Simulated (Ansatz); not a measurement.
RbCaH3 (Pm-3m), stationary points along a deformation path

Computed with DFT LDA, scalar-relativistic, plane waves, PAW in Ansatz. Cutoff 420 eV, Γ-centred 6×6×6 k-points, Gaussian smearing of 0.05 eV. No spin polarisation. Energies are free energies at this smearing, counted from the undisturbed cell; pressure is positive in compression.

The undisturbed cell (as given, not relaxed at this level; it stands at -2.4 GPa, and it needn't be the usual structure):

```
Rb Ca H
1.0
     4.54700    0.00000    0.00000
     0.00000    4.54700    0.00000
     0.00000    0.00000    4.54700
Rb Ca H
1 1 3
Cartesian
  0.0000 0.0000 0.0000
  2.2735 2.2735 2.2735
  0.0000 2.2735 2.2735
  2.2735 0.0000 2.2735
  2.2735 2.2735 0.0000
```

At fixed volume and fractional coordinates, lengths along (0.000, 0.000, 1.000) are scaled against those across it; ρ is that ratio over its starting value. V = 18.802 Å³/atom. Δσ is the stress along the axis less the mean stress across it (compression positive).

| ρ | ΔE (meV/atom) | Δσ (GPa) | space group |
| --- | --- | --- | --- |
| 0.650 | 411.6 | 30.41 | P4/mmm |
| 0.707 | 243.1 | 21.22 | P4/mmm |
| 0.780 | 113.0 | 13.01 | P4/mmm |
| 0.850 | 44.7 | 7.53 | P4/mmm |
| 0.920 | 11.0 | 3.49 | P4/mmm |
| 0.960 | 2.6 | 1.63 | P4/mmm |
| 1.000 | 0.0 | 0.00 | Pm-3m |
| 1.050 | 3.5 | -1.78 | P4/mmm |
| 1.100 | 12.8 | -3.34 | P4/mmm |
| 1.200 | 44.7 | -5.99 | P4/mmm |
| 1.300 | 89.4 | -8.24 | P4/mmm |
| 1.414 | 151.1 | -10.53 | P4/mmm |
| 1.500 | 203.5 | -12.17 | P4/mmm |

Q: How does the stress give the slope of the energy, and where is the energy stationary?

A: Along the path d ln(length) is 2/3 d ln ρ on the axis and −1/3 d ln ρ across it, so dE/d ln ρ = −(2/3) V Δσ: the energy falls with ρ where Δσ is positive. Δσ vanishes or changes sign at ρ = 1.000 (Pm-3m), a minimum at 0.0 meV/atom. Pairs of stationary points between two samples would go unseen, and could change a minimum read from distant neighbours into a maximum. At ρ = 1.000 the cell is cubic, where symmetry alone makes the stress isotropic and the slope zero.

Q: Which shear constant sets the curvature at ρ = 1?

A: For a cubic crystal E/V = (2/3) C (ln ρ)² with C = C′ = (C11 − C12)/2, so Δσ = −2C ln ρ. The parabola of Δσ against ln ρ through ρ = 0.960, 1 and 1.050 gives C ≈ 19.2 GPa with the ions clamped, rough because the steps are large. It is the stress–strain coefficient at this cell's pressure of -2.4 GPa, not the zero-pressure constant.

Q: Integrate that slope from ρ = 1 to 0.850 by the trapezoid rule.

A: With V/N in Å³ and 1 eV/Å³ = 160.2 GPa the slopes at ρ = 1.000, 0.960, 0.920, 0.850 are 0, -127, -273, -589 meV/atom per unit of ln ρ. The steps add 2.6 + 8.5 + 34.1 = 45.2 meV/atom, against 44.7 from the energies; the trapezoid rule misses the curvature of the slope within each step.